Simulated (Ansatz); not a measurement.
# Two states of CaMn2N3

```
Mn Ca N
1.0
     2.80367    4.85610    0.00000
    -2.80367    4.85610    0.00000
     0.00000    0.00000    3.77054
Mn Ca N
2 1 3
Direct
  0.33330 0.33340 0.50000
  0.66660 0.66670 0.50000
  0.00000 0.00000 0.00000
  0.50000 0.50000 0.00000
  0.50000 0.00000 0.00000
  0.00000 0.50000 0.00000
```

Method: PBE, with U_eff = 5.98 eV on Mn d, V = 0.8 eV between Mn d and N p within 2.982 Å (all-electron-ortho-atomic projectors); PAW, plane waves to 420 eV, 5×5×6 Γ-centred mesh, fermi-dirac occupations (width 0.1 eV) (Ansatz 0.2.0), atoms fixed.

State A: Mn1 up, Mn2 up (collinear spin). State B: Mn1 up, Mn2 down (collinear spin).

Q: Which state is lower, and how do they differ?

A: State A is lower by 4.9 meV an atom at zero smearing; in free energy at this smearing B lies +9.1 meV an atom from A. So small a gap isn't resolved on this mesh where a state is a metal.

```csv
state,free energy (meV/atom),largest moment in a small sphere (μB),net moment (μB/cell),gap on mesh (eV),pressure (GPa),largest force (eV/Å)
A,0.0,4.44,8.93,metal,-16.3,0.00
B,9.1,4.44,0.00,metal,-16.2,0.00
```

Origin: a known structure type with other elements, at an estimated volume, so it need not be a known compound. Caveats: another magnetic order, which this cell may not hold, can open a gap; atoms or cell far from equilibrium.
